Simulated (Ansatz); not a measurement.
# ⁴³Ca NMR of the central transition in Ca7TiN6

Cell: a computed structure from the Materials Project (it need not be an observed phase).

```cif
data_Ca7TiN6
_symmetry_space_group_name_H-M 'Ibam'
_symmetry_Int_Tables_number 72
_cell_length_a 6.3311
_cell_length_b 11.5166
_cell_length_c 12.8152
_cell_angle_alpha 90.000
_cell_angle_beta 90.000
_cell_angle_gamma 90.000
loop_
_atom_site_label
_atom_site_type_symbol
_atom_site_symmetry_multiplicity
_atom_site_Wyckoff_symbol
_atom_site_fract_x
_atom_site_fract_y
_atom_site_fract_z
Ca1 Ca 8 j 0.7780 0.4549 0.5000
Ca5 Ca 16 k 0.6274 0.2781 0.8742
Ca13 Ca 4 b 0.5000 0.0000 0.2500
Ti Ti 4 a 0.0000 0.0000 0.2500
N17 N 16 k 0.1891 0.8947 0.1762
N25 N 8 j 0.3890 0.8431 0.5000
```

One atom of each set is listed; the run and its k-mesh use a cell of 28 atoms with edges of 9.18, 9.18, 9.18 Å.

Computed with Ansatz: DFT, r2SCAN, plane waves and PAW, scalar-relativistic, 500 eV cutoff, Γ-centred 5×5×5 k-points, Fermi–Dirac smearing 0.02 eV.

⁴³Ca has I = 7/2 and Q = -40.80 mb (Pyykkö 2018); at 14.1 T its Larmor frequency is ν₀ = 40.5 MHz. Only the quadrupole interaction is simulated: positions count from each site's isotropic chemical shift, and shift anisotropy, dipolar and J coupling are left out, though they dominate static lines narrower than about 10 kHz.

Question: Give C_Q, η, the quadrupolar product P_Q = |C_Q|(1 + η²/3)^½, the second-order isotropic shift and the breadth of the pattern (static powder) for each Ca site.

Answer: 

| site | first shell | C_Q (MHz) | η | P_Q (MHz) | δ_QIS (ppm) | breadth (kHz) |
| --- | --- | --- | --- | --- | --- | --- |
| Ca1 | 4 N at 2.43–2.47 Å | -4.60 | 0.81 | 5.08 | -40.2 | 12.1 |
| Ca5 | 5 N at 2.39–2.90 Å; also 4 Ca at 3.19–3.23 Å | 4.00 | 0.16 | 4.02 | -25.2 | 6.01 |
| Ca13 | 4 N at 2.50 Å | 6.74 | 0.37 | 6.89 | -74.0 | 19.8 |

δ_QIS = −(ν_Q²/30ν₀²)[I(I+1) − 3/4](1 + η²/3) × 10⁶ ppm with ν_Q = 3|C_Q|/[2I(2I−1)]; it falls as 1/B₀² in ppm, and the breadth as 1/B₀ in kHz.
